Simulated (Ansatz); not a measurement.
The calculation used DFT PBE, scalar-relativistic, plane waves, PAW (Ansatz 0.2.0). Settings: cutoff 420 eV, Γ-centred meshes spaced at most about 0.3 Å⁻¹, and about 0.25 Å⁻¹ or finer for metals (2π included), Gaussian smearing. No spin polarisation in the final relaxations.

All energies are static (0 K, no zero-point motion). All come from trial cells, and lower structures may exist.

**Question.** These unrelaxed guesses for YMg2O2 are each relaxed within their symmetry. Order them by the energy at which they end, lowest first.
A.

```
CELL_PARAMETERS angstrom
-1.96448 1.96448 4.78824
1.96448 -1.96448 4.78824
1.96448 1.96448 -4.78824
ATOMIC_POSITIONS crystal
Y 0.00000 0.00000 0.00000
Mg 0.37800 0.37800 0.00000
Mg 0.62200 0.62200 0.00000
O 0.75000 0.25000 0.50000
O 0.25000 0.75000 0.50000
```

B.

```
CELL_PARAMETERS angstrom
3.39727 0.00000 0.00000
-1.69864 2.94213 0.00000
0.00000 0.00000 8.11878
ATOMIC_POSITIONS crystal
Y 0.00000 0.00000 0.00000
Mg 0.33333 0.66667 0.83934
Mg 0.66667 0.33333 0.16066
O 0.66667 0.33333 0.65640
O 0.33333 0.66667 0.34360
```

C.

```
CELL_PARAMETERS angstrom
3.94280 0.00000 0.00000
0.00000 3.94280 0.00000
0.00000 0.00000 5.34830
ATOMIC_POSITIONS crystal
Y 0.00000 0.00000 0.00000
Mg 0.00000 0.50000 0.50000
Mg 0.50000 0.00000 0.50000
O 0.50000 0.50000 0.24000
O 0.50000 0.50000 0.76000
```

D.

```
CELL_PARAMETERS angstrom
2.74342 -1.58153 0.00000
2.74342 1.58153 0.00000
-1.78441 0.00000 7.23718
ATOMIC_POSITIONS crystal
Y 0.00000 0.00000 0.50000
Mg 0.22480 0.22480 0.16484
Mg 0.77520 0.77520 0.83516
O 0.39675 0.39675 0.69531
O 0.60325 0.60325 0.30469
```

**Answer.** D (ends in R-3m, 0 meV/atom), B (ends in P-3m1, 11 meV/atom), A (ends in I4/mmm, 0.33 eV/atom), C (ends in P4/mmm, 0.62 eV/atom).

The k mesh leaves some 4 meV/atom of noise in the energy of each metallic cell. In R-3m, P-3m1, I4/mmm, P4/mmm an odd number of electrons in the primitive cell allows no gap without spin; a larger cell or a magnetic state could open one. With atoms moved at random, P-3m1 came back. Other cells relaxed within their symmetry can be saddle points. Some structure types and database cells were kept out of the candidates from the start, so a known form may be missing.
